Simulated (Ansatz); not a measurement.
Input and command of a calculation in Ansatz (plane waves; scalar-relativistic PAW potentials unless the input names others):

```yaml
crystal:
  lattice:
    - [-1.65128, 1.65128, 1.65128]
    - [1.65128, -1.65128, 1.65128]
    - [3.30256, 3.30256, 0.0]
  atoms:
    - { symbol: Ta, position: [-0.0128465211, 0.0128465211, 0.0] }
    - { symbol: Ta, position: [0.5128465211, 0.4871534789, 0.5] }
basis:
  ecutwfc: 420
kpoints:
  mp_grid: { grid: [1, 1, 1] }
hamiltonian:
  xc: lda
scf:
  occupations: { method: gaussian, width: 0.15 }
  max_iter: 60
output:
  forces: true
  eigenvalues: true
  stress: true
```

```bash
ansatz run input.yaml --threads 2 --pin off --max-ram 5120MiB --backend cpu --events-out ev --progress --plain --runs-dir out
```

Abridged log:
```
Basis set: ecut = 420 eV, 709 PW (Γ)
Bands: 17, of which v1, the nominal top of the filled ones, is band 13 counted from 1 (12 counted from 0)
Symmetry: 8 space group operations
k-points: 1
SCF iter   1: F=—  HF=-19366.521010 eV  |F-HF|=—  |Δ(HF+E_count)|=         —  Δρ=1.29e-1  dr2=4.37e0  ethr=1.77e-3  ⟨swp⟩=5.0  Hψ=71  notcnv=0
SCF iter   2: F=—  HF=-19365.661222 eV  |F-HF|=—  |Δ(HF+E_count)|=   8.60e-1  Δρ=6.88e-2  dr2=1.05e0  ethr=1.77e-3  ⟨swp⟩=3.0  Hψ=42  notcnv=0
SCF iter   3: F=—  HF=-19365.361551 eV  |F-HF|=—  |Δ(HF+E_count)|=   3.00e-1  Δρ=2.74e-2  dr2=1.70e-1  ethr=1.77e-3  ⟨swp⟩=2.0  Hψ=25  notcnv=0
SCF iter   4: F=—  HF=-19365.327821 eV  |F-HF|=—  |Δ(HF+E_count)|=   3.37e-2  Δρ=1.38e-2  dr2=4.83e-2  ethr=6.55e-4  ⟨swp⟩=3.0  Hψ=27  notcnv=0
SCF iter   5: F=—  HF=-19365.320786 eV  |F-HF|=—  |Δ(HF+E_count)|=   7.03e-3  Δρ=3.69e-3  dr2=3.05e-3  ethr=1.86e-4  ⟨swp⟩=1.0  Hψ=17  notcnv=0
SCF iter   6: F=—  HF=-19365.320206 eV  |F-HF|=—  |Δ(HF+E_count)|=   5.81e-4  Δρ=8.67e-4  dr2=1.67e-4  ethr=1.17e-5  ⟨swp⟩=1.0  Hψ=17  notcnv=0
SCF iter   7: F=—  HF=-19365.320175 eV  |F-HF|=—  |Δ(HF+E_count)|=   3.04e-5  Δρ=4.95e-4  dr2=6.24e-5  ethr=6.43e-7  ⟨swp⟩=1.0  Hψ=17  notcnv=0
SCF iter   8: F=—  HF=-19365.320145 eV  |F-HF|=—  |Δ(HF+E_count)|=   3.04e-5  Δρ=1.43e-4  dr2=5.15e-6  ethr=2.40e-7  ⟨swp⟩=1.0  Hψ=17  notcnv=0
SCF iter   9: F=—  HF=-19365.320144 eV  |F-HF|=—  |Δ(HF+E_count)|=   8.28e-7  Δρ=3.96e-5  dr2=4.31e-7  ethr=1.98e-8  ⟨swp⟩=1.0  Hψ=17  notcnv=0
SCF iter  10: F=-19365.320144 eV  HF=-19365.320144 eV  |F-HF|=3.78e-10  |Δ(HF+E_count)|=   5.56e-8  Δρ=1.86e-6  dr2=8.71e-10  ethr=3.85e-10  ⟨swp⟩=4.0  Hψ=55  notcnv=0
SCF 1 converged in 10 iterations: F = -19365.320144 eV  dr2 = 8.71e-10
SCF converged after 10 iterations
Free energy (F): -19365.320144 eV
Harris-Foulkes:  -19365.320144 eV  (|F-HF|=3.78e-10)
Internal energy: -19365.149396 eV  (E = F + TS)
E sigma→0 (E₀):  -19365.234770 eV
Entropy (-TS):   -0.170748 eV (-85.374 meV/atom)
Fermi energy:    19.797979 eV
--- Forces (eV/Å), atoms counted from 1 ---
  atom   1  Ta    -1.59815209     1.59815209     0.00000000
  atom   2  Ta     1.59815209    -1.59815209     0.00000000
--- Stress (GPa, compression-positive) ---
      -15.521704     -49.870839       0.000000
      -49.870839     -15.521704       0.000000
        0.000000       0.000000      84.320184
  P = ⅓ Tr σ = 17.7589 GPa (177.589 kbar)
```

Q: What is wrong with this input?

A: The fault is one k-point for a small cell (kpoints.mp_grid.grid: [18, 18, 10] → [1, 1, 1], the first being the value of the sound run). Setting it back cures it. The run converged all the same, with an energy at zero smearing 39.47 meV/atom below the reference's, pressure 17.76 GPa, largest force 2.260 eV/Å, gap on the mesh 0.17 eV, so convergence alone doesn't show that an input is right. A reference run from the same start on usual settings converged with pressure -8.89 GPa, largest force 0.322 eV/Å, no gap on the mesh.

The run took 0.36 s on 2 threads of Arm Neoverse V1 (shared host), peak memory 0.24 GiB.